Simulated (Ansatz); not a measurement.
**Structure relaxation, MgO**

The start is a generated trial cell of MgO in the rocksalt structure type. A full variable-cell relaxation at zero pressure is run with PBEsol (plane waves to 420 eV, PAW, scalar-relativistic; Ansatz, a program for electronic structure). The first steps use a coarse 9×9×9 k-mesh.

Initial structure:
```
MgO
1.0
    0.00000     2.11435     2.11435
    2.11435     0.00000     2.11435
    2.11435     2.11435     0.00000
O Mg
1 1
Direct
  0.00000   0.00000   0.00000
  0.50000   0.50000   0.50000
```

```json
{
 "energy_released": "0.001 eV/atom",
 "volume_change": "-1.0 %, from 9.45 to 9.35 Å³/atom",
 "Shortest distances (start → end)": "The closest pairs of elements (up to four, under 3.6 Å), start → end: Mg–O 2.11 → 2.11 Å; Mg–Mg 2.99 → 2.98 Å; O–O 2.99 → 2.98 Å",
 "optimiser_moves": "3"
}
```

Relaxed structure:

Space group Fm-3m (No. 225); a = b = c = 4.2141 Å, α = β = γ = 90.00°

| atom | site | symmetry | x | y | z |
|---|---|---|---|---|---|
| O | 4a | m-3m | 0.0000 | 0.0000 | 0.0000 |
| Mg | 4b | m-3m | 0.5000 | 0.5000 | 0.5000 |
(The calculation used a cell of 2 atoms; values per cell refer to that cell.)

Final values are on a 13×13×13 k-mesh of the relaxed cell. No spin polarisation in the result.

The run could not lose the symmetry of its start.

All atoms sit on sites fixed by symmetry, so only the cell could relax.
